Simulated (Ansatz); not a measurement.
O-17 NMR of the central transition in ZnH3CNO3

Cell: a Materials Project structure (computed, not necessarily an observed phase), atoms as given.

Space group Pna2_1 (No. 33); a = 9.4447, b = 8.3113, c = 5.2391 Å.

| site | Wyckoff | site symmetry | x | y | z |
| --- | --- | --- | --- | --- | --- |
| Zn | 4a | 1 | 0.6189 | 0.3169 | 0.2544 |
| H5 | 4a | 1 | 0.8500 | 0.6034 | 0.1248 |
| H9 | 4a | 1 | 0.0079 | 0.5818 | 0.9933 |
| H13 | 4a | 1 | 0.9742 | 0.7349 | 0.1890 |
| C | 4a | 1 | 0.8496 | 0.1252 | 0.9858 |
| N | 4a | 1 | 0.9330 | 0.6663 | 0.0432 |
| O25 | 4a | 1 | 0.4877 | 0.3928 | 0.9903 |
| O29 | 4a | 1 | 0.7937 | 0.2555 | 0.0696 |
| O33 | 4a | 1 | 0.7259 | 0.5116 | 0.3833 |

One atom of each set is listed.

Method: Kohn–Sham DFT in Ansatz, PBE, plane waves and PAW, scalar-relativistic, 420 eV cutoff, Γ-centred 3×3×5 k-points, Fermi–Dirac smearing 0.02 eV.

O-17 has I = 5/2 and Q = -25.58 mb (Pyykkö 2018); at 11.7 T its Larmor frequency is ν₀ = 67.6 MHz. Only the quadrupole interaction is simulated: positions count from each site's isotropic chemical shift, and J coupling is left out, as are shift anisotropy and dipolar coupling, which fast spinning averages.

Problem. What does the O-17 spectrum (fast magic-angle spinning) show for each site?

Solution. 

```
site                                                        first shell  C_Q (MHz)     η  P_Q (MHz)  δ_QIS (ppm)  breadth (kHz)
 O25  1 C at 1.31 Å, 1 Zn at 1.96 Å; also 1 H at 2.08 Å, 1 Zn at 2.89 Å      -7.92  0.68       8.50        -95.1           14.8
 O29                          1 C at 1.28 Å, 1 Zn at 1.98 Å, angle 137°      -7.80  0.88       8.75         -101           15.2
 O33                  1 C at 1.30 Å, 1 Zn at 2.02 Å; also 1 H at 1.95 Å      -7.10  0.53       7.43        -72.6           11.4
```

δ_QIS = −(ν_Q²/30ν₀²)[I(I+1) − 3/4](1 + η²/3) × 10⁶ ppm with ν_Q = 3|C_Q|/[2I(2I−1)]; it falls as 1/B₀² in ppm, and the breadth as 1/B₀ in kHz.

The broadest static pattern spans 51 kHz. The table holds for spinning faster than that; slower spinning leaves sidebands.

At O25 and O33 V_zz points along the shorter of its two bonds, to C (within 10°) in each case.

The largest force is 0.3 eV/Å, so the atoms aren't at the calculated equilibrium and relaxing them would move these values.
